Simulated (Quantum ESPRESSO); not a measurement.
MgAlGaGeAs₄ (made-up cell) (calculated)

Computed with Quantum ESPRESSO 7.5. Calculation on a made-up crystal cell, not a measurement: periodic Kohn-Sham density functional theory in plane waves with PseudoDojo standard norm-conserving scalar-relativistic pseudopotentials, each functional with its own files (v0.5 for PBE, v0.4.1 for LDA and PBEsol), no spin polarisation, no spin-orbit coupling, atoms not relaxed, stress positive in tension, energies less a fixed whole-eV offset for each atom's element; levels are Kohn-Sham levels at fractions of this cell's reciprocal vectors, counted from the reference band (half the neutral cell's valence electrons, rounded up) at Gamma; error bars cover cutoff and k-mesh only, not smearing or the files; added strain carries the atoms with the cell, and shear is the tensor component; each bar is the largest change over components, and at least 0.002 eV, 0.002 eV per angstrom or 0.02 GPa; energies are for the whole cell, and the offsets were chosen from early runs and are not element reference energies.

Settings shared by all entries: lattice type zincblende/diamond; functional pbe; cutoff 1143 eV; fermi dirac smearing 0.1 eV; scf tolerance 1e-07 eV; electrons removed 0; k mesh 6 x 6 x 6, shifted by half a step.

(1) 
```cif
# cell vector a (Å): 5.5420 0.0486 -0.0244
# cell vector b (Å): 0.0486 5.6505 0.0565
# cell vector c (Å): -0.0244 0.0565 5.4825
data_MgAlGaGeAs4
_symmetry_space_group_name_H-M 'P 1'
_symmetry_Int_Tables_number 1
_cell_length_a 5.5423
_cell_length_b 5.6510
_cell_length_c 5.4828
_cell_angle_alpha 88.839
_cell_angle_beta 90.502
_cell_angle_gamma 89.007
_cell_volume 171.65
loop_
_atom_site_label
_atom_site_type_symbol
_atom_site_fract_x
_atom_site_fract_y
_atom_site_fract_z
_atom_site_occupancy
Al1 Al 0.00790 0.99396 0.01108 1
Mg1 Mg 0.01629 0.50184 0.50346 1
Ge1 Ge 0.48767 0.98662 0.51315 1
Ga1 Ga 0.49903 0.50198 0.00925 1
As1 As 0.24265 0.26961 0.25222 1
As2 As 0.24464 0.74389 0.76358 1
As3 As 0.77091 0.23557 0.74789 1
As4 As 0.75374 0.75350 0.24796 1
_calc_free_energy_less_offsets 2.07  # eV
_calc_smearing_term_minus_ts -0.008529  # eV
_calc_scf_iterations 10
_calc_pressure 10.91  # GPa
_calc_stress_xx -10.52  # GPa
_calc_stress_yy -10.47  # GPa
_calc_stress_zz -11.76  # GPa
_calc_stress_yz 1.438  # GPa
_calc_stress_xz 0.4024  # GPa
_calc_stress_xy 0.5754  # GPa
_calc_fermi_level 0.1259  # eV
_calc_reference_band 50
_calc_error_bar_energy 0.004058  # eV
_calc_error_bar_stress 0.02  # GPa
_calc_error_bar_force 0.004587  # eV/angstrom
_calc_error_bar_next_band_up 0.002  # eV
_calc_error_bar_fermi_level 0.02024  # eV
_calc_error_bars_from 'tighter rerun of a related cell'
```

Atoms:
```
atoms element  atom site  atom energy offset (eV)
           Al          1                      -64
           Mg          2                    -1617
           Ge          3                    -2430
           Ga          4                    -2080
           As          5                    -2887
           As          6                    -2887
           As          7                    -2887
           As          8                    -2887
```

Forces:
```
site  x (eV/Å)  y (eV/Å)  z (eV/Å)
   1    0.1523    0.5987    0.2892
   2    -1.253     0.403    0.5382
   3    0.8927    0.9939   -0.5136
   4     1.384   -0.6763   -0.4477
   5    0.9217    -2.077   -0.7123
   6    0.2162    0.4911    0.2937
   7    -1.527    0.2615    0.1794
   8   -0.7871   0.00548    0.3731
```

Levels:
```
level k point  next band up (eV)
        Gamma            0.06597
(1/2,1/2,1/2)           -0.05434
   (0.15,0,0)             0.4305
   (0,0.15,0)             0.4878
   (0,0,0.15)             0.4824
```

(2) 
```cif
# cell vector a (Å): 5.5420 0.0486 -0.0244
# cell vector b (Å): 0.0486 5.6505 0.0565
# cell vector c (Å): -0.0244 0.0565 5.4825
data_MgAlGaGeAs4
_symmetry_space_group_name_H-M 'P 1'
_symmetry_Int_Tables_number 1
_cell_length_a 5.5423
_cell_length_b 5.6510
_cell_length_c 5.4828
_cell_angle_alpha 88.839
_cell_angle_beta 90.502
_cell_angle_gamma 89.007
_cell_volume 171.65
loop_
_atom_site_label
_atom_site_type_symbol
_atom_site_fract_x
_atom_site_fract_y
_atom_site_fract_z
_atom_site_occupancy
Al1 Al 0.00790 0.99396 0.01108 1
Mg1 Mg 0.01629 0.50184 0.50346 1
Ge1 Ge 0.48767 0.98662 0.51315 1
Ga1 Ga 0.49903 0.50198 0.00925 1
As1 As 0.24265 0.26961 0.25222 1
As2 As 0.24454 0.75437 0.76347 1
As3 As 0.77091 0.23557 0.74789 1
As4 As 0.75374 0.75350 0.24796 1
_calc_free_energy_less_offsets 2.065  # eV
_calc_smearing_term_minus_ts -0.008341  # eV
_calc_scf_iterations 10
_calc_pressure 10.95  # GPa
_calc_stress_xx -10.52  # GPa
_calc_stress_yy -10.62  # GPa
_calc_stress_zz -11.7  # GPa
_calc_stress_yz 1.424  # GPa
_calc_stress_xz 1.212  # GPa
_calc_stress_xy 0.5437  # GPa
_calc_fermi_level 0.1086  # eV
_calc_reference_band 50
_calc_error_bar_energy 0.004058  # eV
_calc_error_bar_stress 0.02  # GPa
_calc_error_bar_force 0.004587  # eV/angstrom
_calc_error_bar_next_band_up 0.002  # eV
_calc_error_bar_fermi_level 0.02024  # eV
_calc_error_bars_from 'tighter rerun of a related cell'
```

Atoms:
```
atoms element  atom site  atom energy offset (eV)
           Al          1                      -64
           Mg          2                    -1617
           Ge          3                    -2430
           Ga          4                    -2080
           As          5                    -2887
           As          6                    -2887
           As          7                    -2887
           As          8                    -2887
```

Forces:
```
site  x (eV/Å)  y (eV/Å)  z (eV/Å)
   1  -0.02182    0.8178    0.4726
   2    -1.073    0.5684    0.7487
   3     1.074     1.209   -0.6881
   4     1.205   -0.5294   -0.6191
   5    0.9206    -2.025   -0.7033
   6    0.2175   -0.3218    0.2372
   7    -1.533    0.3092    0.1774
   8   -0.7895  -0.02781    0.3747
```

Levels:
```
level k point  next band up (eV)
        Gamma            0.04175
(1/2,1/2,1/2)           -0.06897
   (0.15,0,0)             0.4282
   (0,0.15,0)             0.4807
   (0,0,0.15)             0.4632
```
